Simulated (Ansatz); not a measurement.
## Is this TmGa3Hg3As2N4 structure a true minimum?

The structure comes from a generated guess, relaxed at this level; another structure or a mixture of phases may lie lower.

Computed with DFT PBE, scalar-relativistic, plane waves, PAW, and for the lanthanide a 4f-in-core norm-conserving potential (Ansatz). Settings: cutoff 690 eV, Γ-centred mesh 10×4×4 on the computed 13-atom cell, Gaussian smearing of 0.10 eV; no spin polarisation.

The cell below (13 atoms, space group P1 (No. 1)) is relaxed within its symmetry.

```xyz
13
Lattice="3.3629 0.0035 0.0298 -0.0355 8.2407 0.0576 -0.3959 -2.7550 9.5863" Properties=species:S:1:pos:R:3 pbc="T T T"
Tm    0.6924    4.8988    6.6585
Ga    0.7222    0.2021    5.3678
Ga    2.3922    5.8113    4.3893
Ga    2.4039    2.4130    4.7903
Hg    1.9522    5.6807    1.8960
Hg    0.8501    1.5746    1.8464
Hg    2.3640    0.9576    8.3491
As    0.6243   -1.2860    8.9273
As    0.6936    3.0917    9.0356
N     2.3973    0.8923    6.0657
N     2.3864    4.1606    5.5715
N     0.6914    6.5601    5.1406
N     0.7318    1.7770    3.9209
```

For the test it was strained at random (σ = 1.5 % a component), the atoms were moved at random (σ = 0.15 Å), and all was relaxed again on a coarse 6×4×2 mesh (in the run’s order of axes) with 0.20 eV smearing, with no symmetry imposed.

Spin–orbit coupling, which can matter for Hg, is left out.

Task: What happens?

Result: It returns, within 1 meV/atom of the unmoved cell on that mesh and with the same symmetry when read at 0.1 Å. So it is stable against the distortions that fit this cell and that this random move excites. Modes that don't fit the cell aren't tested.

The lanthanide is trivalent by construction, without f bands, f moments or other valences.
